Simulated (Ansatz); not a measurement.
Polymorphs of Ta$_{5}$Ge$_{3}$, each relaxed with DFT-r²SCAN in the program Ansatz with PAW potentials:

A: I4/mcm
a = b = 10.1062 Å, c = 5.1595 Å, α = β = γ = 90.00°

| atom | site | symmetry | x | y | z |
|---|---|---|---|---|---|
| Ta | 16k | m.. | 0.0746 | 0.2231 | 0.0000 |
| Ta | 4b | -42m | 0.0000 | 0.5000 | 0.2500 |
| Ge | 8h | m.2m | 0.3334 | 0.1666 | 0.0000 |
| Ge | 4a | 422 | 0.0000 | 0.0000 | 0.2500 |

B: I4/mcm
a = 6.6275 Å, b = 6.6275 Å, c = 12.0231 Å, α = 90.00°, β = 90.00°, γ = 90.00°

```csv
atom,site,symmetry,x,y,z
Ta,16l,..m,0.3391,0.1609,0.1539
Ta,4c,4/m..,0.0000,0.0000,0.0000
Ge,8h,m.2m,0.1359,0.3641,0.0000
Ge,4a,422,0.0000,0.0000,0.2500
```

Q: Rank these by energy per atom at 0 K (lowest first), as r²SCAN gives it.

A: B (+0 meV/atom), A (+21 meV/atom)

Standing as an ambient phase not checked: A; B. All cells were relaxed under the symmetry of their starts (and spin orders); stability against distortions was not tested throughout. Rows with no word on spin ran without spin polarisation. Scalar-relativistic: spin–orbit coupling is off unless named, which matters more the heavier the elements.

Energies hold the estimated change up to a 700 eV cutoff; steps of a few meV lie near the error of the meshes.

Potentials: the later of the program's two PAW sets.
